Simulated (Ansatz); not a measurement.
# Rb₂Ni₃S₄: do energies and stresses tell the same story?

Theory: DFT r2SCAN, scalar-relativistic, plane waves, PAW in Ansatz 0.2.0.

Plane waves to 500 eV, a k mesh through Γ of 6×6×6 on the computed 9-atom cell and Gaussian smearing (0.02 eV); no spin polarisation.

Relaxed cell: Fmmm, a = 5.864 Å, b = 9.935 Å, c = 13.801 Å, α = 90.00°, β = 90.00°, γ = 90.00°, 9 atoms in the primitive cell. Whether it is the stable form of this composition wasn't checked.

Energies at zero smearing and pressures from the stress tensor, at volumes with shape and atoms relaxed:
```
V (Å³/atom) E − E(first) (meV/atom) P (GPa)
     19.654                     0.00     4.91
     20.324                   -16.89     3.28
     20.994                   -27.60     1.95
     21.664                   -33.28     0.87
     22.334                   -34.97     0.00
     23.004                   -33.66    -0.60
     23.675                   -30.32    -0.97
```

Problem. Check P = −dE/dV between neighbouring volumes, and get the bulk modulus from the pressures alone.

Solution. With 1 eV/Å³ = 160.2 GPa:
```json
{"middle V (Å³/atom)": "19.989", "−ΔE/ΔV (GPa)": "4.040", "mean P (GPa)": "4.098"}
{"middle V (Å³/atom)": "20.659", "−ΔE/ΔV (GPa)": "2.561", "mean P (GPa)": "2.614"}
{"middle V (Å³/atom)": "21.329", "−ΔE/ΔV (GPa)": "1.357", "mean P (GPa)": "1.407"}
{"middle V (Å³/atom)": "21.999", "−ΔE/ΔV (GPa)": "0.404", "mean P (GPa)": "0.435"}
{"middle V (Å³/atom)": "22.669", "−ΔE/ΔV (GPa)": "-0.312", "mean P (GPa)": "-0.300"}
{"middle V (Å³/atom)": "23.339", "−ΔE/ΔV (GPa)": "-0.798", "mean P (GPa)": "-0.785"}
```

The two differ by 0.06 GPa at most. The mean of two end pressures misses the average over a step by about ΔV² P″/12, up to 0.03 GPa here; with that taken off 0.03 GPa remains, from the finite cutoff, the mesh or the relaxation's tolerance. Around V = 22.334 Å³/atom, the two neighbours give B = −V ΔP/ΔV = 22.334 × 1.47 / 1.340 = 24.5 GPa, against B0 = 23.3 GPa from the Birch–Murnaghan fit of the energies.

A ferromagnetic start lost its moments in a first run, so spin was left out; other magnetic orders weren't tried.

Cost: 8 runs of about 55 core-minutes in all, on Intel Xeon Processor @ 2.70GHz (shared hosts).